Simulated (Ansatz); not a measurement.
Sn (beta-Sn type, space group I4_1/amd)

```xyz
2
Lattice="-2.9735 2.9735 1.6061 2.9735 -2.9735 1.6061 2.9735 2.9735 -1.6061" Properties=species:S:1:pos:R:3 pbc="T T T"
Sn     0.0000     2.9735     0.8030
Sn     0.0000     0.0000     0.0000
```

The numbers are results of PBE (plane waves to 420 eV, PAW, scalar-relativistic; Ansatz, a program for electronic structure), not measurements. Harmonic phonons by density-functional perturbation theory on a 16×16×16 k mesh, in cm⁻¹ and rounded to 5; i marks imaginary ones, q is in fractions of the reciprocal vectors of the cell shown, and the three acoustic modes at Γ are left out. The program warned that its band solver left a few bands short of their tolerance. Sn was relaxed with its symmetry unable to fall. The PAW data are Ansatz's earlier set.

Q: Does any mode at Γ, N = (0.5, 0.0, 0.0), X = (0.5, 0.5, 0.0), M = (0.5, 0.5, 0.5) come out imaginary?

A: No imaginary mode at these points (lowest 20 cm⁻¹ at M = (0.5, 0.5, 0.5)); other wave vectors were not tested.

Q: Predict the phonon wavenumbers at Γ, N = (0.5, 0.0, 0.0), X = (0.5, 0.5, 0.0), M = (0.5, 0.5, 0.5).

A: 
```
q                            wavenumbers (cm⁻¹)
-------------------  --------------------------
Γ                                  45, 120 (×2)
N = (0.5, 0.0, 0.0)   35, 70, 70, 100, 110, 120
X = (0.5, 0.5, 0.0)  25 (×2), 95 (×2), 100 (×2)
M = (0.5, 0.5, 0.5)  20 (×2), 40 (×2), 125 (×2)
```
